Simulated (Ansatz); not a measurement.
Data:

IrO$_{2}$ (rutile)

```cif
data_Ir2O4
_chemical_formula_sum 'Ir2 O4'
_space_group_name_H-M_alt 'P 1'
_space_group_IT_number 1
_cell_length_a 4.52929
_cell_length_b 4.52929
_cell_length_c 3.17979
_cell_angle_alpha 90.000
_cell_angle_beta 90.000
_cell_angle_gamma 90.000
loop_
_space_group_symop_operation_xyz
  'x, y, z'
loop_
_atom_site_label
_atom_site_type_symbol
_atom_site_fract_x
_atom_site_fract_y
_atom_site_fract_z
_atom_site_occupancy
Ir1 Ir 0.00000 0.00000 0.00000 1
Ir2 Ir 0.50000 0.50000 0.50000 1
O1 O 0.30843 0.30843 0.00000 1
O2 O 0.80843 0.19157 0.50000 1
O3 O 0.19157 0.80843 0.50000 1
O4 O 0.69157 0.69157 0.00000 1
```

E(V) scan at fixed shape, V₀ the volume above. The atoms relax within the cell's symmetry.

Computed with PBE (plane waves to 420 eV, PAW, scalar-relativistic; Ansatz, an electronic-structure program). k mesh 11×11×15 (Γ-centred), Fermi-Dirac smearing 0.05 eV. Energies are smeared free energies. Stress and pressure are positive under compression. With the shape held, the modulus is that of even scaling; a crystal free to change shape is softer. IrO2 is run without spin polarisation and with no Hubbard U. IrO2 was relaxed with its symmetry unable to fall. Spin-orbit coupling is left out, though Ir is heavy. The zero of ΔE is the relaxed starting cell.

The scan covers V/V₀ from 0.840 to 1.160 in 9 points.

What is ΔE at V/V₀ = 0.840?

334 meV/atom.

What pressure does the cell carry at V/V₀ = 0.840?

72.7 GPa.

What is ΔE at V/V₀ = 1.160?

178 meV/atom.

(A scan under strain: stresses follow from slopes of the energy per volume, elastic moduli from its curvatures.)
